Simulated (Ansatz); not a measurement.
LaN:
Space group P4/nmm, origin choice 1 (No. 129); a = 4.352 Å, b = 4.352 Å, c = 3.547 Å, α = 90.00°, β = 90.00°, γ = 90.00°

```tsv
atom	site	symmetry	x	y	z
La	2c	4mm	0.5000	0.0000	0.2852
N	2a	-4m2	0.0000	0.0000	0.0000
```

Relaxed at zero pressure with LDA (plane waves, PAW; program Ansatz).

Task: The volume is raised by 9 % and shape and atoms relax at that volume. What pressure results, and how do the axes share the change?

Result: -4.1 GPa; a 1.4 %, b 1.4 %, c 6.0 %; the energy rises by 22 meV/atom.

Task: Give the new structure.

Result: 
Space group P4/nmm, origin choice 1 (No. 129); a = 4.412 Å, b = 4.412 Å, c = 3.761 Å, α = 90.00°, β = 90.00°, γ = 90.00°

```json
[
 {"atom": "La", "site": "2c", "symmetry": "4mm", "x": "0.5000", "y": "0.0000", "z": "0.2605"},
 {"atom": "N", "site": "2a", "symmetry": "-4m2", "x": "0.0000", "y": "0.0000", "z": "0.0000"}
]
```

The phase is kept; no other phase was compared at this pressure.

The workflow started from a Materials Project entry (that database holds measured and hypothetical structures alike); the Crystallography Open Database copy checked does not list it. COD files the formula under space group No. 225. Whether it is the stable phase at ambient conditions was not checked. The cell was relaxed with LDA under the symmetry of its start. At this level the phase is dynamically unstable (imaginary phonons). Spin–orbit coupling is left out wherever it is not named.

Potentials: the later of the program's two PAW sets.
